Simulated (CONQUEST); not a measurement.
Set-up for a self-consistent single point of TaN (P-6m2, 4 atoms in the cell; from Materials Project mp-1459, changed as shown).

```xyz
4
Lattice="2.9399 0.0000 0.0000 0.0000 5.0921 0.0000 0.0000 0.0000 2.9191" Properties=species:S:1:pos:R:3 pbc="T T T"
Ta     0.0000     0.0000     1.4595
Ta     1.4700     2.5461     1.4595
N      1.4700     0.8487     0.0000
N      0.0000     3.3948     0.0000
```

Computed with CONQUEST with PBEsol, numerical atomic orbitals double-zeta with polarisation (the shipped basis), PseudoDojo norm-conserving potentials made for PBEsol.

CONQUEST settings:

* **basis**: DZP
* **Diag.MPMeshX, Y, Z**: 6 3 6
* **potentials**: PseudoDojo norm-conserving PBEsol
* **Grid.GridCutoff**: 140 Ha
* **DM.SolutionMethod**: diagon
* **Diag.SmearingType**: 1
* **Diag.kT**: 0.003675 Ha
* **Diag.GammaCentred**: true
* **Diag.MPOrder**: 0
* **minE.SCTolerance**: 1.0e-06
* **SC.MaxIters**: 100
* **SC.LinearMixingFactor**: 0.5
* **SC.KerkerPreCondition**: true
* **SC.KerkerFactor**: 0.3 1/bohr
* **AtomMove.TypeOfRun**: static

Results:

- Number of valence electrons = 36
- Number of bands = 64
- Number of k-points after the program's reduction = 71
- Size of the basis = 64
- Number of SCF iterations = 11
- FFT grid = 32 × 60 × 32
- Free energy E − TS = -4108.6026 eV
- Fermi level (on the code's own zero) = -5.86 eV
- Pressure = -6.55 GPa

For comparison: a first run was changed to give this one (lattice vector c scaled by 1.01), and from it to this one the free energy goes up by 5.8 meV/atom and the pressure goes from -3.26 to -6.55 GPa.

The program uses no crystal symmetry, so grid and mesh can part values that symmetry would make equal. The atom-centred basis is finite, which shifts total energies and pressures against plane waves. The structure comes from a collection of computed structures, made at another level of theory; the collection holds predicted forms beside known ones. No clean gap shows at this smearing width and mesh (spacing up to 0.41 Å⁻¹); the mesh is coarse for partly filled bands, so the values carry mesh errors.

Cost on one core: about 2.8 core-minutes (a rough figure).
